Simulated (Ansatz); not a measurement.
This cell of Lu (hcp, Mg type) is off equilibrium:

```yaml
crystal:
  lattice:
    - [3.46152, 0.00000, 0.00000]
    - [-1.73076, 2.99776, 0.00000]
    - [0.00000, 0.00000, 5.60685]
  atoms:
    - { symbol: Lu, position: [0.33333, 0.66667, 0.75000] }
    - { symbol: Lu, position: [0.66667, 0.33333, 0.25000] }
```

These are PBE (plane waves to 420 eV, PAW, scalar-relativistic; Ansatz, a first-principles code) values and carry that method's errors. k mesh 15×15×9 (Γ-centred), Fermi-Dirac smearing 0.05 eV. E stands for the smeared free energy. Compression counts positive. With partly filled bands, the response to shear is sensitive to the k mesh, so small differences along c/a are uncertain. Lu is run without spin polarisation. Lu was relaxed with its symmetry unable to fall. The PAW data are Ansatz's earlier set.

Problem. What is the stress tensor (GPa)?

Solution. 
```
    1.0      0.0      0.0
    0.0      1.0      0.0
    0.0      0.0     -1.7
```
The pressure, a third of the trace, is 0.1 GPa.

Problem. It is the relaxed cell deformed to V/V₀ = 1.000, (c/a)/(c/a)₀ = 1.040, c along z, fractional positions held. What is its energy relative to the relaxed cell?

Solution. 7 meV/atom.

(A scan under strain: stresses follow from slopes of the energy per volume, elastic moduli from its curvatures.)
